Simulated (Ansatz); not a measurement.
With plane-wave PAW r²SCAN+D4 (Ansatz code), Te in the cubic phase (Pm-3m; Te on 1b) relaxes to a = 3.174 Å. Te has 6 nearest neighbours from 3.17 Å (octahedral).

Electronic character: metallic (no gap). Gap from r²SCAN+D4 with spin–orbit coupling: none (metallic).

The bulk modulus is 566 kbar.

The start of the workflow was typed in or built on a structure type; neither database checked (COD, Materials Project) lists it. It is not the phase usual at ambient conditions (space group No. 152). Symmetry was held in the r²SCAN+D4 relaxation; whether a distortion lowers the energy is not shown. Spin–orbit coupling is left out wherever it is not named.

Potentials: the earlier of the program's two PAW sets.
